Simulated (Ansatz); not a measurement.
TePb (zinc blende, F-43m) under volume change, the program Ansatz at the r²SCAN level (PAW), scaled uniformly.

| V (Å³/atom) | E − E(relaxed) (meV/atom) | P (GPa) |
|---|---|---|
| 43.969 | … | … |
| 45.418 | 16.2 | 1.89 |
| 46.868 | 3.8 | 0.87 |
| 48.317 | 0.0 | 0.00 |
| 49.767 | 3.4 | -0.74 |
| 51.216 | 13.1 | -1.38 |
| 52.666 | … | … |

Q: Fill in the missing entries.

A: 
- 43.969, E − E(relaxed) (meV/atom): 38.5
- 43.969, P (GPa): 3.08
- 52.666, E − E(relaxed) (meV/atom): 28.2
- 52.666, P (GPa): -1.93

Q: What does a third-order Birch–Murnaghan fit give for V₀, B₀ and B′?

A: V₀ = 48.32 Å³/atom, B₀ = 26.8 GPa, B′ = 4.2.

A made-up cell: these elements were put on the sites of a structure type; neither database checked (COD, Materials Project) lists it. It is not the phase usual at ambient conditions (space group No. 225). Symmetry was held in the r²SCAN relaxation. At this level the phase is mechanically unstable. Scalar-relativistic: spin–orbit coupling is off unless named, which matters more the heavier the elements.

Potentials: the later of the program's two PAW sets.
